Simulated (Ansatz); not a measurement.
The cell below belongs to a search over invented structures; it isn't taken from experiment.

Input and command of a plane-wave DFT calculation in Ansatz:

```yaml
crystal:
  lattice:
    - [3.0177313503, 1.7422880075, 6.8136302272]
    - [-3.0177313503, 1.7422880075, 6.8136302272]
    - [0.0, -3.4845760149, 6.8136302272]
  atoms:
    - { symbol: La, position: [0.5, 0.5, 0.5] }
    - { symbol: La, position: [0.1232255265, 0.1232255265, 0.1232255265] }
    - { symbol: La, position: [0.8767744735, 0.8767744735, 0.8767744735] }
    - { symbol: Hf, position: [0.2898219094, 0.2898219094, 0.2898219094] }
    - { symbol: Hf, position: [0.7101780906, 0.7101780906, 0.7101780906] }
    - { symbol: O, position: [0.5, 0.5, 0.0] }
    - { symbol: O, position: [0.0, 0.5, 0.5] }
    - { symbol: O, position: [0.5, 0.0, 0.5] }
basis:
  ecutwfc: 500
kpoints:
  mp_grid: { grid: [6, 6, 6] }
hamiltonian:
  xc: r2scan
scf:
  occupations: { method: gaussian, width: 0.1 }
output:
  forces: true
  stress: true
  eigenvalues: true
```

```bash
ansatz run input.yaml --threads 1 --pin off --max-ram 2560MiB --backend cpu --events-out ev --progress --plain --runs-dir out
```

Processor: Arm Neoverse V2, 1 thread, on a host shared with other jobs.

Problem. Estimate time, memory and problem size.

Solution. About 92 s, peak memory 1.6 GiB. It solves 62 bands at 32 k points (after reduction by symmetry) with about 5383 plane waves, in 10 SCF iterations.
